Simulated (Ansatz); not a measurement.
## Ag: zone-centre modes

Method: Ansatz, DFT PBEsol, scalar-relativistic, plane waves, PAW. Cutoff 420 eV, Γ-centred 16×16×12 k-points, Gaussian smearing of 0.15 eV. No spin polarisation.

Zero of the scan (as given, not relaxed at this level):

```
Ag
1.0
     0.00000   -2.04310   -2.04310
     0.00000    2.04310   -2.04310
     4.08620    0.00000    0.00000
Ag
2
Direct
  0.50000 0.50000 0.50000
  0.00000 0.00000 0.00000
```

Harmonic modes by finite displacements of 0.02 Å, without the LO–TO term. The cell doubles the primitive one, so its zone centre also holds the primitive cell's point q = (0, 1/2, 1/2).

(1) At this geometry, is the structure stable against these modes?

(2) List the wavenumbers in cm⁻¹.

Results:

(1) Yes: no mode is imaginary beyond 10 cm⁻¹, and only the three translations lie near zero.

(2) 0, 0, 0, 112, 112, 164.

Cost: 1 run of about 0.92 core-minutes, on Arm Neoverse V2 (shared hosts).